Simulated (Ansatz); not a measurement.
CoPtO2:
```cif
data_Co3O6Pt3
_chemical_formula_sum 'Pt3 Co3 O6'
_space_group_name_H-M_alt 'R-3m :H'
_space_group_IT_number 166
_space_group_name_Hall '-R 3 2"'
_cell_length_a 2.80906
_cell_length_b 2.80906
_cell_length_c 17.71135
_cell_angle_alpha 90.000
_cell_angle_beta 90.000
_cell_angle_gamma 120.000
loop_
_atom_site_label
_atom_site_type_symbol
_atom_site_symmetry_multiplicity
_atom_site_Wyckoff_symbol
_atom_site_fract_x
_atom_site_fract_y
_atom_site_fract_z
_atom_site_occupancy
Pt1 Pt 3 a 0.00000 0.00000 0.00000 1
Co1 Co 3 b 0.00000 0.00000 0.50000 1
O1 O 6 c 0.00000 0.00000 0.11223 1
```
(The calculation used a cell of 4 atoms; values per cell refer to that cell.)

Relaxed with PBEsol.

Problem. Which orbitals make up the states near the Fermi level in DFT-PBEsol in the program Ansatz with PAW potentials?

Solution. Within 0.5 eV of the Fermi level: Pt 5d 42 %, Co 3d 35 %, O 2p 11 %, O 2s 6 %. Projections are on Löwdin-orthogonalised atomic valence shells; empty p or d shells of many metals are not among them.

Problem. Tabulate the density of states.

Solution. States/eV per cell of 4 atoms, in 0.25 eV bins, energy from the Fermi level.

```csv
E (eV),total,Co 3d,O 2p,Pt 5d
-7.85,2.63,0.40,1.79,0.28
-7.60,1.77,0.28,1.22,0.12
-7.35,2.58,0.37,1.66,0.32
-7.10,2.75,0.40,1.77,0.40
-6.85,2.47,0.43,1.40,0.41
-6.60,3.79,0.91,2.17,0.45
-6.35,4.80,1.11,2.85,0.54
-6.10,2.81,0.38,1.74,0.57
-5.85,3.81,0.36,1.93,1.32
-5.60,3.26,0.25,1.66,1.13
-5.35,3.21,0.24,1.92,0.84
-5.10,3.11,0.23,1.86,0.83
-4.85,2.51,0.21,1.40,0.76
-4.60,1.99,0.14,1.04,0.70
-4.35,1.73,0.09,0.83,0.75
-4.10,0.97,0.04,0.34,0.56
-3.85,1.23,0.04,0.21,0.91
-3.60,1.94,0.10,0.17,1.54
-3.35,1.87,0.19,0.18,1.38
-3.10,2.43,0.23,0.30,1.76
-2.85,3.87,0.38,0.67,2.65
-2.60,2.33,0.30,0.24,1.66
-2.35,2.93,0.48,0.23,2.11
-2.10,4.83,1.51,0.18,3.03
-1.85,4.59,2.20,0.20,2.10
-1.60,5.77,4.06,0.37,1.15
-1.35,4.50,3.05,0.31,0.98
-1.10,8.27,6.38,0.83,0.88
-0.85,5.58,3.18,1.00,1.25
-0.60,1.12,0.34,0.16,0.56
-0.35,0.60,0.03,0.02,0.50
-0.10,0.54,0.04,0.02,0.42
0.15,1.13,0.46,0.10,0.41
0.40,2.72,1.27,0.41,0.71
0.65,2.24,1.08,0.46,0.44
0.90,2.67,1.45,0.72,0.25
1.15,4.34,2.31,1.45,0.33
1.40,3.87,1.73,1.40,0.55
1.65,2.50,0.94,0.90,0.51
1.90,0.40,0.10,0.12,0.13
2.15,0.02,0.00,0.01,0.01
2.40,0.05,0.00,0.00,0.00
2.65,0.13,0.00,0.01,0.02
2.90,0.34,0.01,0.05,0.07
3.15,0.64,0.02,0.13,0.15
3.40,1.23,0.05,0.30,0.30
3.65,1.34,0.06,0.35,0.30
3.90,1.57,0.08,0.44,0.34
4.15,1.29,0.07,0.36,0.27
4.40,0.29,0.01,0.03,0.03
4.65,0.24,0.00,0.02,0.02
```

The PBEsol relaxation kept the symmetry of its start. The workflow began spin-polarised and lost its moments. The volume moved by -17 % from the start of the relaxation. No Hubbard U is applied. The compound may be a true metal, but semilocal functionals without U, or a wrong spin order, can also close a gap. Scalar-relativistic: spin–orbit coupling is off unless named, which matters more the heavier the elements.

Potentials: the later of the program's two PAW sets.
